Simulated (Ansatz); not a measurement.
SiO2:
```cif
data_O8Si4
_chemical_formula_sum 'Si4 O8'
_space_group_name_H-M_alt 'Pbcn'
_space_group_IT_number 60
_space_group_name_Hall '-P 2n 2ab'
_cell_length_a 4.07162
_cell_length_b 5.03012
_cell_length_c 4.48325
_cell_angle_alpha 90.000
_cell_angle_beta 90.000
_cell_angle_gamma 90.000
loop_
_space_group_symop_operation_xyz
  'x, y, z'
  '-x, -y, -z'
  '-x+1/2, -y+1/2, z+1/2'
  'x+1/2, y+1/2, -z+1/2'
  'x+1/2, -y+1/2, -z'
  '-x+1/2, y+1/2, z'
  '-x, y, -z+1/2'
  'x, -y, z+1/2'
loop_
_atom_site_label
_atom_site_type_symbol
_atom_site_symmetry_multiplicity
_atom_site_Wyckoff_symbol
_atom_site_fract_x
_atom_site_fract_y
_atom_site_fract_z
_atom_site_occupancy
Si1 Si 4 c 0.00000 0.15184 0.25000 1
O1 O 8 d 0.26883 0.38206 0.08039 1
```

Relaxed with r²SCAN.

Tabulate the valence density and the electron localisation function along the shortest Si–Si contact (2.71 Å), r²SCAN (plane waves, PAW; program Ansatz).



| distance from Si (Å) | density (e/Å³) | ELF |
|---|---|---|
| 0.27 | 0.09 | 0.09 |
| 0.41 | 0.16 | 0.07 |
| 0.54 | 0.25 | 0.10 |
| 0.68 | 0.33 | 0.15 |
| 0.81 | 0.37 | 0.18 |
| 0.95 | 0.38 | 0.17 |
| 1.09 | 0.36 | 0.14 |
| 1.22 | 0.35 | 0.12 |
| 1.36 | 0.35 | 0.11 |
| 1.49 | 0.35 | 0.12 |
| 1.63 | 0.36 | 0.14 |
| 1.76 | 0.38 | 0.17 |
| 1.90 | 0.37 | 0.18 |
| 2.03 | 0.33 | 0.15 |
| 2.17 | 0.25 | 0.10 |
| 2.31 | 0.16 | 0.07 |
| 2.44 | 0.09 | 0.09 |

The density is the valence pseudo-density with augmentation charge, so density and ELF within about 1 Å of a nucleus are not all-electron values.

The workflow started from a Materials Project entry (that database holds measured and hypothetical structures alike); the Crystallography Open Database copy checked does not list it. It is not the phase usual at ambient conditions (space group No. 92, 152, 154). Symmetry was held in the r²SCAN relaxation; of distortions, only those at the zone centre were tested.

Potentials: the later of the program's two PAW sets.
